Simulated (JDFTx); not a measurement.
System: Rh(100) (Fm-3m bulk; lattice of mp-74, not re-optimised at this level), 1x1 cell of 4 atoms in 4 planes, area 7.24 Å² a face, 5.7 Å between the outermost planes in a cell 21.7 Å high; k mesh 8×8×1, Fermi width 0.01 Ha, no spin polarisation.

Profiles through the double layer of this slab, charged, in linear PCM (GLSSA13), water, 1 M KF; PBE, GBRV ultrasoft potentials, plane waves to 20/100 Ha, JDFTx (a modified build). z is the height above the outermost atoms, φ the plane-averaged electrostatic potential energy of an electron (zero in the bulk liquid), ρ_b the bound charge of solvent and ions, s the cavity shape function (0 in the solid, 1 in the liquid).

```tsv
z (Å)	n (e/Å³)	s	φ (eV)	ρ_b (10⁻³ e/Å³)
1.00	0.1677	0.00	-3.093	0.00
1.45	0.0445	0.00	-1.072	-0.63
1.90	0.0130	0.00	-0.174	-5.09
2.35	0.0039	0.23	-0.017	0.16
2.81	0.0012	0.88	-0.011	1.25
3.26	0.0004	1.00	-0.009	0.43
3.71	0.0001	1.00	-0.008	0.14
4.16	0.0000	1.00	-0.007	0.04
4.62	0.0000	1.00	-0.006	0.01
5.07	0.0000	1.00	-0.005	0.00
5.52	0.0000	1.00	-0.004	0.00
5.97	0.0000	1.00	-0.004	0.00
6.42	0.0000	1.00	-0.003	0.00
6.88	0.0000	1.00	-0.003	0.00
7.33	0.0000	1.00	-0.002	0.00
7.78	0.0000	1.00	-0.002	0.00
```

Problem. Is the electrode positively or negatively charged, and roughly by how much?

Solution. Positively: σ = 2.7 μC/cm² per face. The liquid's bound charge is of the opposite sign overall, and far from the surface φ decays with the screening length (3.0 Å).
